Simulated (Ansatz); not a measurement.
A plane-wave DFT run in Ansatz 0.2.0 (scalar-relativistic PAW potentials unless the input names others): input and command.

```yaml
crystal:
  lattice:
    - [2.8621655562, 0.0, 0.0]
    - [0.0, 2.8621655562, 0.0]
    - [0.0, 0.0, 26.1554138905]
  atoms:
    - { symbol: Ni, position: [0.5, 0.5, 0.3249805198] }
    - { symbol: Al, position: [0.0, 0.0, 0.3796951109] }
    - { symbol: Ni, position: [0.5, 0.5, 0.4344097021] }
    - { symbol: Al, position: [0.0, 0.0, 0.4892465812] }
    - { symbol: Ni, position: [0.5, 0.5, 0.5461082211] }
    - { symbol: Al, position: [0.0, 0.0, 0.5974673309] }
    - { symbol: "N", position: [0.0, 0.3333333333, 0.6546822892] }
basis:
  ecutwfc: 420
kpoints:
  mp_grid: { grid: [10, 10, 1] }
hamiltonian:
  xc: pbesol
scf:
  occupations: { method: fermi_dirac, width: 0.1 }
  mixing: { preconditioner: none }
output:
  forces: true
  eigenvalues: true
efield:
  axis: 3
  dipole_correction: true
  ramp_width: 0.04
```

```bash
ansatz run input.yaml --threads 2 --pin off --max-ram 5120MiB --backend cpu --events-out ev --progress --plain --runs-dir out
```

Abridged log:
```
Basis set: ecut = 420 eV, 4187 PW (Γ), exchange–correlation on 40×40×360 points (8 copies of the dense FFT grid, shifted against one another)
Bands: 41, of which v1, the nominal top of the filled ones, is band 34 counted from 1 (33 counted from 0)
Symmetry: 2 space group operations
k-points: 36 of 100 (time reversal used)
SCF iter   1: F=—  HF=-19365.831222 eV  |F-HF|=—  |Δ(HF+E_count)|=         —  Δρ=2.10e-2  dr2=1.05e1  ethr=1.77e-3  p=-0.188 e·Å  D=-1.59e-1 V/Å  ΔV_dip=4.16 eV  dr2_dipole=5.04e0  V_vac-E_F(+/−)=8.65/4.49 eV  ⟨swp⟩=11.3  Hψ=8154  notcnv=0
efield: sawtooth ramp at fractional position 0.9698 (placed from the atoms, in the widest stretch of the axis that holds none; the zero of the levels goes with the place), width 0.0400; the density the first Hamiltonian is built on has a dipole p = -0.188 e·Å; the dipole correction subtracts the counter field D = -1.59e-1 V/Å, which shifts the + side's vacuum level by +4.16 eV against the − side's; the planar-averaged density in the ramp window peaks in size at 9.2e-6 e/Å³
SCF iter   2: F=—  HF=-19752.862718 eV  |F-HF|=—  |Δ(HF+E_count)|=    3.87e2  Δρ=8.12e-1  dr2=2.13e4  ethr=1.77e-3  p=1.540 e·Å  D=1.30e0 V/Å  ΔV_dip=-34.02 eV  dr2_dipole=1.87e4  V_vac-E_F(+/−)=-11.28/22.74 eV  ⟨swp⟩=31.7  Hψ=33649  notcnv=0  defer=73  κ⁻¹=1.0e0(r=1)
SCF iter   3: F=—  HF=-19374.091216 eV  |F-HF|=—  |Δ(HF+E_count)|=    3.79e2  Δρ=2.17e-1  dr2=5.58e2  ethr=1.77e-3  p=-0.344 e·Å  D=-2.91e-1 V/Å  ΔV_dip=7.60 eV  dr2_dipole=2.41e2  V_vac-E_F(+/−)=14.14/6.61 eV  ⟨swp⟩=19.5  Hψ=20733  notcnv=0  defer=22  κ⁻¹=2.1e-3(r=2)
SCF iter   4: F=—  HF=-19370.541646 eV  |F-HF|=—  |Δ(HF+E_count)|=    3.55e0  Δρ=1.37e-1  dr2=1.38e2  ethr=1.77e-3  p=-0.323 e·Å  D=-2.73e-1 V/Å  ΔV_dip=7.13 eV  dr2_dipole=9.80e0  V_vac-E_F(+/−)=11.58/4.49 eV  ⟨swp⟩=12.5  Hψ=6566  notcnv=0  defer=27  κ⁻¹=3.3e-4(r=3)
SCF iter   5: F=—  HF=-19365.864519 eV  |F-HF|=—  |Δ(HF+E_count)|=    4.68e0  Δρ=3.12e-2  dr2=1.91e0  ethr=1.77e-3  p=-0.189 e·Å  D=-1.60e-1 V/Å  ΔV_dip=4.18 eV  dr2_dipole=1.47e-1  V_vac-E_F(+/−)=9.53/5.36 eV  ⟨swp⟩=8.2  Hψ=3940  notcnv=0  defer=29  κ⁻¹=1.3e-5(r=4)
SCF iter   6: F=—  HF=-19365.690861 eV  |F-HF|=—  |Δ(HF+E_count)|=   1.74e-1  Δρ=1.23e-2  dr2=6.71e-1  ethr=1.77e-3  p=-0.195 e·Å  D=-1.64e-1 V/Å  ΔV_dip=4.30 eV  dr2_dipole=2.74e-3  V_vac-E_F(+/−)=9.20/4.91 eV  ⟨swp⟩=5.9  Hψ=2875  notcnv=0  defer=12  κ⁻¹=2.2e-6(r=5)
SCF iter   7: F=—  HF=-19365.661912 eV  |F-HF|=—  |Δ(HF+E_count)|=   2.89e-2  Δρ=4.38e-3  dr2=1.90e-1  ethr=9.87e-4  p=-0.206 e·Å  D=-1.74e-1 V/Å  ΔV_dip=4.56 eV  dr2_dipole=3.99e-2  V_vac-E_F(+/−)=9.42/4.87 eV  ⟨swp⟩=4.1  Hψ=2024  notcnv=0  defer=8  κ⁻¹=1.2e-7(r=6)
SCF iter   8: F=—  HF=-19365.657064 eV  |F-HF|=—  |Δ(HF+E_count)|=   4.85e-3  Δρ=2.25e-3  dr2=3.76e-2  ethr=2.80e-4  p=-0.203 e·Å  D=-1.71e-1 V/Å  ΔV_dip=4.47 eV  dr2_dipole=3.18e-3  V_vac-E_F(+/−)=9.32/4.85 eV  ⟨swp⟩=1.8  Hψ=1805  notcnv=0  defer=6  κ⁻¹=1.4e-8(r=7)
   ...
SCF iter  14: F=—  HF=-19365.654723 eV  |F-HF|=—  |Δ(HF+E_count)|=   1.59e-4  Δρ=1.80e-4  dr2=1.40e-4  ethr=5.78e-6  p=-0.167 e·Å  D=-1.41e-1 V/Å  ΔV_dip=3.69 eV  dr2_dipole=2.13e-5  V_vac-E_F(+/−)=8.44/4.75 eV  ⟨swp⟩=1.0  Hψ=1512  notcnv=0  defer=4  κ⁻¹=1.7e-4(r=8)
SCF iter  15: F=—  HF=-19365.654759 eV  |F-HF|=—  |Δ(HF+E_count)|=   3.59e-5  Δρ=1.99e-4  dr2=1.69e-4  ethr=2.05e-7  p=-0.166 e·Å  D=-1.40e-1 V/Å  ΔV_dip=3.66 eV  dr2_dipole=2.43e-5  V_vac-E_F(+/−)=8.40/4.74 eV  ⟨swp⟩=2.2  Hψ=2216  notcnv=0  defer=4  κ⁻¹=5.8e-4(r=8)
SCF iter  16: F=—  HF=-19365.654760 eV  |F-HF|=—  |Δ(HF+E_count)|=   6.71e-7  Δρ=1.19e-4  dr2=4.61e-5  ethr=2.05e-7  p=-0.165 e·Å  D=-1.40e-1 V/Å  ΔV_dip=3.65 eV  dr2_dipole=2.39e-6  V_vac-E_F(+/−)=8.39/4.74 eV  ⟨swp⟩=1.0  Hψ=1473  notcnv=0  defer=4  κ⁻¹=3.0e-4(r=8)
SCF iter  17: F=—  HF=-19365.654686 eV  |F-HF|=—  |Δ(HF+E_count)|=   7.39e-5  Δρ=7.48e-5  dr2=1.75e-5  ethr=6.77e-8  p=-0.165 e·Å  D=-1.39e-1 V/Å  ΔV_dip=3.65 eV  dr2_dipole=8.01e-7  V_vac-E_F(+/−)=8.39/4.74 eV  ⟨swp⟩=1.1  Hψ=1530  notcnv=0  defer=4  κ⁻¹=9.2e-5(r=8)
SCF iter  18: F=—  HF=-19365.654686 eV  |F-HF|=—  |Δ(HF+E_count)|=   1.85e-7  Δρ=2.12e-5  dr2=7.62e-6  ethr=2.57e-8  p=-0.165 e·Å  D=-1.39e-1 V/Å  ΔV_dip=3.65 eV  dr2_dipole=3.22e-6  V_vac-E_F(+/−)=8.39/4.74 eV  ⟨swp⟩=1.2  Hψ=1527  notcnv=0  defer=4  κ⁻¹=3.2e-5(r=8)
SCF iter  19: F=—  HF=-19365.654686 eV  |F-HF|=—  |Δ(HF+E_count)|=   4.50e-8  Δρ=2.12e-5  dr2=3.41e-6  ethr=1.12e-8  p=-0.165 e·Å  D=-1.39e-1 V/Å  ΔV_dip=3.65 eV  dr2_dipole=1.44e-6  V_vac-E_F(+/−)=8.39/4.74 eV  ⟨swp⟩=1.1  Hψ=1500  notcnv=0  defer=4  κ⁻¹=5.9e-6(r=8)
SCF iter  20: F=—  HF=-19365.654686 eV  |F-HF|=—  |Δ(HF+E_count)|=   3.94e-8  Δρ=1.24e-5  dr2=3.22e-7  ethr=5.01e-9  p=-0.165 e·Å  D=-1.39e-1 V/Å  ΔV_dip=3.65 eV  dr2_dipole=2.07e-8  V_vac-E_F(+/−)=8.39/4.74 eV  ⟨swp⟩=1.2  Hψ=1515  notcnv=0  defer=4  κ⁻¹=5.3e-6(r=8)
SCF iter  21: F=-19365.654686 eV  HF=-19365.654686 eV  |F-HF|=1.70e-8  |Δ(HF+E_count)|=   1.52e-8  Δρ=2.68e-6  dr2=3.07e-8  ethr=1.47e-10  p=-0.165 e·Å  D=-1.39e-1 V/Å  ΔV_dip=3.65 eV  dr2_dipole=6.91e-9  V_vac-E_F(+/−)=8.39/4.74 eV  ⟨swp⟩=18.3  Hψ=11396  notcnv=0
SCF 1 converged in 21 iterations: F = -19365.654686 eV  dr2 = 3.07e-8
SCF converged after 21 iterations
Stability not checked: this state was not tested for a lower state beside it, because the mixer in use, unlike msr1, does not test its closes by its own steps (another_mixer; see scf.mixing.algorithm and scf.lower_state_search)
Free energy (F): -19365.654686 eV
Harris-Foulkes:  -19365.654686 eV  (|F-HF|=1.70e-8)
Internal energy: -19365.508568 eV  (E = F + TS)
E sigma→0 (E₀):  -19365.581627 eV
Entropy (-TS):   -0.146118 eV (-20.874 meV/atom)
Fermi energy:    0.680111 eV
Dipole field:    D = -0.139491 V/Å  (p = -0.165171 e·Å, saw-weighted, corrected)
Work function:   Φ+ = 8.3913 eV   Φ− = 4.7429 eV
Levels:          The Fermi level and band energies are counted from a zero that moves with the ramp; work functions are not
--- Forces (eV/Å), atoms counted from 1 ---
  atom   1  Ni     0.00000000     0.00109510     0.74484200
  atom   2  Al     0.00000000    -0.00065998    -1.01521702
  atom   3  Ni     0.00000000    -0.01752431     0.33550387
  atom   4  Al     0.00000000    -0.02833345     0.03335671
  atom   5  Ni     0.00000000     0.06052031    -1.03434222
  atom   6  Al     0.00000000    -1.84110607     0.95920129
  atom   7  N      0.00000000     1.82601197    -0.02336737
```

Apart from outputs, empty bands and the relaxation, which only the reference makes, the input differs from a reference run on usual settings in scf.occupations.method: "gaussian" → "fermi_dirac"; scf.mixing.preconditioner: not typed → "none". The reference, at the same geometry, ended its own course with largest force 2.062 eV/Å (on an atom or along a direction that it held fixed), no gap on the mesh. This run converged in 21 SCF iterations with an energy at zero smearing 0.91 meV/atom below the reference's, largest force 2.076 eV/Å, no gap on the mesh.

It took 37 s on 2 threads of Intel(R) Xeon(R) Platinum 8259CL CPU @ 2.50GHz (Skylake/Cascade Lake), on a shared host, peak memory 0.61 GiB.